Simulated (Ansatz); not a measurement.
In the program Ansatz at the r²SCAN level (PAW), InGaSbAs in the orthorhombic phase (Pmm2; In on 1a, As on 1b, Ga on 1d, Sb on 1c) relaxes to a = 4.299 Å, b = 4.335 Å, c = 6.157 Å. In has 4 nearest neighbours from 2.65 Å (tetrahedral); As has 4 nearest neighbours from 2.53 Å (tetrahedral); Ga has 4 nearest neighbours from 2.53 Å (tetrahedral); Sb has 4 nearest neighbours from 2.64 Å (tetrahedral).

Electronic character: no gap, with almost no states at the Fermi level (zero-gap or semimetallic).

Bader charges are In +0.66, As -0.76, Ga +0.58, Sb -0.47 e.

The start of the workflow was typed in or built on a structure type; neither database checked (COD, Materials Project) lists it. Its standing as an ambient phase is unchecked. The r²SCAN relaxation kept the symmetry of its start; its stability against distortions is not shown here. Spin–orbit coupling is left out wherever it is not named.

Potentials: the later of the program's two PAW sets.
